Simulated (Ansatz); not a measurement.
NaF (rock salt, Fm-3m), r²SCAN in the plane-wave PAW code Ansatz: ε∞ = 1.82, cell volume 24.25 Å³. Infrared-active transverse modes:

| ω_TO (cm⁻¹) | oscillator strength S_xx (e²/amu) |
|---|---|
| 262.4 | 0.09658 |

Task: Compute the static dielectric constant.

Result: Each mode adds (4.921e7/V) S/ω²: 2.85. So ε0 = 4.66.

Task: What LO frequency does the Lyddane–Sachs–Teller relation give?

Result: ω_LO = ω_TO √(ε0/ε∞) = 420 cm⁻¹.

The r²SCAN relaxation kept the symmetry of its start; phonons on a q-mesh show no instability.

Potentials: the later of the program's two PAW sets.
